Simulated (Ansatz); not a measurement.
The end of the path is a generated cell of BaTe2: the first start was made by placing the elements on the sites of a structure type, and the end was not matched to a known phase here, so it may be hypothetical.

A geometry of BaTe₂ away from equilibrium: step 2 of the relaxation of a generated cell, BaTe2 placed in the AFLOW prototype A2B_oP12_62_2c_c (C37, as in Co2Si). These are r2SCAN (plane waves to 500 eV, PAW, scalar-relativistic; Ansatz, a first-principles code) values and carry that method's errors. Γ-centred k-mesh 3×4×2 on the run's cell (coarser than for final values), Fermi–Dirac smearing 0.05 eV. The plane waves were selected for a different cell earlier on the path.

```xyz
12
Lattice="7.2158 0.0000 0.0000 0.0000 5.6240 0.0000 0.0000 0.0000 10.9932" Properties=species:S:1:pos:R:3 pbc="T T T"
Te     4.0423     1.4060     8.5683
Te     0.4344     1.4060     7.9216
Te     3.1735     4.2180     2.4249
Te     6.7814     4.2180     3.0717
Te     1.2561     1.4060     0.6842
Te     4.8640     1.4060     4.8124
Te     5.9597     4.2180    10.3090
Te     2.3518     4.2180     6.1808
Ba     5.0322     1.4060     1.2596
Ba     1.4243     1.4060     4.2370
Ba     2.1836     4.2180     9.7336
Ba     5.7915     4.2180     6.7563
```

Q: Give the Cartesian forces on all atoms (eV/Å).

A: 
| atom | Fx | Fy | Fz |
|---|---|---|---|
| Te1 | 0.31 | 0.00 | -0.09 |
| Te2 | 0.31 | 0.00 | 0.09 |
| Te3 | -0.31 | 0.00 | 0.09 |
| Te4 | -0.31 | 0.00 | -0.09 |
| Te5 | -0.02 | 0.00 | 0.10 |
| Te6 | -0.02 | 0.00 | -0.10 |
| Te7 | 0.02 | 0.00 | -0.10 |
| Te8 | 0.02 | 0.00 | 0.10 |
| Ba9 | -0.07 | 0.00 | 0.11 |
| Ba10 | -0.07 | 0.00 | -0.11 |
| Ba11 | 0.07 | 0.00 | -0.11 |
| Ba12 | 0.07 | 0.00 | 0.11 |

The path ends in Pnma (No. 62). No spin polarisation in the result.

The run could not lose the symmetry of its start, so the end can be a saddle point.
